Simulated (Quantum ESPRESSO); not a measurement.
**Kohn-Sham bands of YN (rock salt)**

```
YN
1.0
    0.00000     2.44836     2.44836
    2.44836     0.00000     2.44836
    2.44836     2.44836     0.00000
Y N
1 1
Direct
  0.00000   0.00000   0.00000
  0.50000   0.50000   0.50000
```

Structure: Materials Project mp-2114, symmetrised, not relaxed again. COD (Crystallography Open Database) has an entry of this formula and space group (matched by these alone). Computed values, not measurements, from PBEsol: Quantum ESPRESSO (norm-conserving PseudoDojo potentials, cutoff 68 Ry, no spin polarisation, no spin-orbit coupling) on a Γ-centred 12×12×12 mesh, then Wannier90. Density: 12×12×12 mesh, cold smearing 0.01 Ry. The gap is small at this level and was sampled on the meshes and a path alone.

Energies are relative to the valence-band maximum; weights are on the orthonormalised atomic waves of the pseudopotential files, averaged over the group. 16 electrons a cell are treated as valence.

| bands | from (eV) | to (eV) | filling | weight on atomic waves |
|---|---|---|---|---|
| 1 | -40.70 | -40.54 | filled | ___ |
| 2–4 | -21.51 | -20.38 | filled | ___ |
| 5 | -12.82 | -11.06 | filled | ___ |
| 6–8 | -4.11 | 0.00 | filled | ___ |

### Question
Which atomic shells make up each group?

### Answer

- 1, weight on atomic waves: Y 4s 94 %
- 2–4, weight on atomic waves: Y 4p 96 %
- 5, weight on atomic waves: N 2s 72 %, Y 4d 15 %, Y 5s 7 %
- 6–8, weight on atomic waves: N 2p 68 %, Y 4d 25 %

The Kohn-Sham gap over both meshes and the path is 0.12 eV.
